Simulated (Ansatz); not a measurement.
Strain and the gap of NaSnF3 (cubic perovskite)

NaSnF3, cubic perovskite, relaxed with r2SCAN in Ansatz 0.2.0. It is cubic, Pm-3m (No. 221); conventional cell a = 4.633 Å, 19.89 Å³ an atom. Na is surrounded by 12 F at 3.28 Å; Sn is surrounded by 6 F at 2.32 Å; F is surrounded by 2 Sn at 2.32 Å and 4 Na at 3.28 Å.

The axes x, y and z are those of this cell:
```xyz
5
Lattice="4.6327 0.0000 0.0000 0.0000 4.6327 0.0000 0.0000 0.0000 4.6327" Properties=species:S:1:pos:R:3 pbc="T T T"
Na    0.0000    0.0000    0.0000
Sn    2.3164    2.3164    2.3164
F     2.3164    2.3164    0.0000
F     2.3164    0.0000    2.3164
F     0.0000    2.3164    2.3164
```

Unstrained: With PBE the valence top lies at R and the conduction bottom at Γ, 0.860 eV higher; the smallest vertical gap, at R, is 1.819 eV. A second conduction valley, at X, lies only 16 meV higher, so their order isn't settled. r2SCAN gives an indirect gap of 1.117 eV, from R to X; the least direct gap is 2.078 eV at R. With HSE06 the valence top lies at R and the conduction bottom at X, 1.560 eV higher; the smallest vertical gap, at R, is 2.601 eV. Meshes: PBE 6×6×6, r2SCAN 6×6×6, HSE06 4×4×4. Strains are changes of length per length. After each strain the atoms were relaxed again with r2SCAN within the symmetry that the strain leaves, so tilts or polar shifts that break it weren't tested; points keep the names that they have in the unstrained zone. No spin polarisation. The prototype was imposed, so other structures may be more stable.

Changes of the least gap in eV (an overlap counts as a negative gap):

| strain | volume change (%) | space group | PBE | r2SCAN | HSE06 | energy rise, r2SCAN (meV/atom) |
| --- | --- | --- | --- | --- | --- | --- |
| epitaxial +3.0 % in the xy plane, free normal strain -1.15 % | +4.9 | P4/mmm | +0.196 | +0.204 | +0.217 | 10.7 |
| uniaxial -5.0 % along z | -5.0 | P4/mmm | -0.396 | -0.445 | -0.461 | 17.9 |
| epitaxial -4.0 % in the xy plane, free normal strain +2.11 % | -5.9 | P4/mmm | -0.587 | -0.646 | -0.666 | 24.2 |
| isotropic +4.0 % on every length | +12.5 | Pm-3m | +0.636 | +0.686 | +0.716 | 35.3 |

Epitaxial +3.0 % in the xy plane, free normal strain -1.15 %. HSE06: the gap goes from 1.560 to 1.777 eV (+0.217 eV). Stress change with r2SCAN, compression positive: xx -2.73, yy -2.73, zz -0.02 GPa.

Uniaxial -5.0 % along z, other directions held. HSE06: the gap goes from 1.560 to 1.099 eV (-0.461 eV). Stress change with r2SCAN, compression positive: xx +1.13, yy +1.13, zz +6.30 GPa.

Epitaxial -4.0 % in the xy plane, free normal strain +2.11 %. HSE06: the gap goes from 1.560 to 0.894 eV (-0.666 eV); the X points, equivalent before, split by 351 meV, and the conduction bottom lies at those like (0, 0, 1/2). Stress change with r2SCAN, compression positive: xx +5.25, yy +5.25, zz -0.02 GPa.

Isotropic +4.0 % on every length. HSE06: the gap goes from 1.560 to 2.276 eV (+0.716 eV). Stress change with r2SCAN, compression positive: xx -4.14, yy -4.14, zz -4.14 GPa. For HSE06, dE_g/d ln V = 6.1 eV over this step.

No spin-orbit coupling is included; it can move band edges with weight on the heavy atoms by tenths of an eV.

The meshes of the hybrids are coarse, so their gaps aren't converged to the digits shown.
